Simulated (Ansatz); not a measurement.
**Question.** BeSe (wurtzite, space group No. 186) is relaxed with the program Ansatz at the PBEsol level (PAW). What lattice parameters of the conventional cell result?

**Answer.** a = 3.615 Å, c = 5.964 Å.

**Question.** Give the free coordinates with the occupied sites.

**Answer.** In one choice of origin and axes:

```
atom  site  symmetry       x       y       z
----  ----  --------  ------  ------  ------
Be      2b       3m.  0.6667  0.3333  0.4994
Se      2b       3m.  0.6667  0.3333  0.1256
```

**Question.** Is it a metal or does it have a gap at this level?

**Answer.** A gap of 3.09 eV, indirect.

Space group P6_3mc (wurtzite). The start of the workflow was typed in or built on a structure type; neither database checked (COD, Materials Project) lists it. COD files the formula under space group No. 216. Whether it is the stable phase at ambient conditions was not checked. Symmetry was held in the PBEsol relaxation; its stability against distortions is not shown here. Spin–orbit coupling is left out wherever it is not named.

Potentials: the earlier of the program's two PAW sets. The files were generated under PBE; for other functionals the program regenerates the frozen cores, and for LDA and PBEsol the local potential too.
